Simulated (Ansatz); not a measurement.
CaSe (rock salt)

```yaml
crystal:
  lattice:
    - [0.00000, 2.96734, 2.96734]
    - [2.96734, 0.00000, 2.96734]
    - [2.96734, 2.96734, 0.00000]
  atoms:
    - { symbol: Ca, position: [0.00000, 0.00000, 0.00000] }
    - { symbol: Se, position: [0.50000, 0.50000, 0.50000] }
```

Grid over V/V₀ and (c/a)/(c/a)₀, subscript 0 meaning the relaxed cell; the conventional c axis lies along z; no internal relaxation.

These are r2SCAN (plane waves to 500 eV, PAW, scalar-relativistic; Ansatz, an electronic-structure program) values and carry that method's errors. k mesh 10×10×10 (Γ-centred), Fermi-Dirac smearing 0.05 eV. Energies are smeared free energies. CaSe was relaxed with its symmetry unable to fall. ΔE is measured from the relaxed starting cell.

```
ΔE (kJ/mol of atoms)  V/V₀ = 0.920  V/V₀ = 0.960  V/V₀ = 1.000  V/V₀ = 1.040  V/V₀ = 1.080
--------------------  ------------  ------------  ------------  ------------  ------------
(c/a)/(c/a)₀ = 0.920          8.27          5.25           [?]           [?]          5.15
(c/a)/(c/a)₀ = 0.960          4.21           [?]          0.89          1.37           [?]
(c/a)/(c/a)₀ = 1.000          3.01          0.70          0.00          0.61          2.30
(c/a)/(c/a)₀ = 1.040          4.03          1.57          0.74          1.24          2.82
(c/a)/(c/a)₀ = 1.080          6.79           [?]          2.76           [?]          4.24
```

### Question
Some entries are withheld; supply them.

### Answer

- (c/a)/(c/a)₀ = 0.920, V/V₀ = 1.000: 3.92
- (c/a)/(c/a)₀ = 0.920, V/V₀ = 1.040: 3.97
- (c/a)/(c/a)₀ = 0.960, V/V₀ = 0.960: 1.73
- (c/a)/(c/a)₀ = 0.960, V/V₀ = 1.080: 2.93
- (c/a)/(c/a)₀ = 1.080, V/V₀ = 0.960: 3.94
- (c/a)/(c/a)₀ = 1.080, V/V₀ = 1.040: 2.94

(A scan under strain: stresses follow from slopes of the energy per volume, elastic moduli from its curvatures.)
